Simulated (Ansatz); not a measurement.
MgTe (CsCl type, Pm-3m), PBEsol (plane waves, PAW; program Ansatz), all energies at zero smearing, with the estimated change up to a 700 eV cutoff added, with one set of potentials and settings (totals compare only within such a set). Cell of 2 atoms (1 Mg, 1 Te): -8814.327 eV.

```csv
element,reference phase,E (eV/atom)
Mg,"P6_3/mmc, 2 atoms in the cell",-1912.0511
Te,"P3_121, 3 atoms in the cell",-6901.5142
```

Formation energy per atom, worked out: (-8814.327 − 1×(-1912.0511) − 1×(-6901.5142))/2 = -0.381 eV/atom (-37 kJ per mol of atoms), at 0 K, without zero-point energy or fitted corrections.

A made-up cell: these elements were put on the sites of a structure type; neither database checked (COD, Materials Project) lists it. COD files the formula under space group No. 186, so this cell is another polymorph or a model. Whether it is the stable phase at ambient conditions was not checked. The cell was relaxed with PBEsol under the symmetry of its start. At this level the phase is dynamically unstable (imaginary phonons). The references are the lowest solids computed at this level, not always the standard phases. Scalar-relativistic: spin–orbit coupling is off unless named, which matters more the heavier the elements.

Potentials: the later of the program's two PAW sets.
